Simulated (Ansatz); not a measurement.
Suppose Ga4ICl3 takes space group Im-3m (No. 229), with Ga on 8c; I on 2a; Cl on 6b. The cell of Ga4ICl3 is invented: ordered mixture on the anion sites of caesium chloride (occupants of the shared sites, in ratio, I: 1, Cl: 3).

Level of theory: DFT PBE, scalar-relativistic, plane waves, PAW (Ansatz). Cutoff 420 eV, Γ-centred mesh, Gaussian smearing, no spin polarisation.

The zero of energy is the elements' standard structures at the same level (Cl₂ as a molecule); no fitted shifts are applied.

**Question.** Predict the relaxed structure.

**Answer.**

Space group Im-3m (No. 229). a = 7.568 Å, b = 7.568 Å, c = 7.568 Å, α = 90.00°, β = 90.00°, γ = 90.00°
```tsv
atom	site	symmetry	x	y	z
Ga	8c	.-3m	0.2500	0.2500	0.2500
I	2a	m-3m	0.0000	0.0000	0.0000
Cl	6b	4/mm.m	0.0000	0.0000	0.5000
```

Ga has 2 I at 3.28 Å, 6 Cl at 3.28 Å and 6 Ga at 3.78 Å; I has 8 Ga at 3.28 Å and 6 Cl at 3.78 Å; Cl is surrounded by 8 Ga at 3.28 Å, 2 I at 3.78 Å and 4 Cl at 3.78 Å (long contacts).

**Question.** Where does its energy lie, and is it a metal?

**Answer.** The formation energy is −0.525 eV/atom and the gap on the 6×6×6 mesh of the 8-atom cell is 1.21 eV. A negative formation energy is needed for stability but isn't enough: competing phases decide.

The last run used Gaussian smearing of 0.02 eV. Spin–orbit coupling, which can matter for I, is left out. Kohn–Sham gaps at this level usually fall short of measured ones. The missing spin–orbit coupling can work the other way here. The reference form of I is held partly by dispersion forces, which this level lacks. Symmetry constrained the relaxation, so the result can be a saddle point.
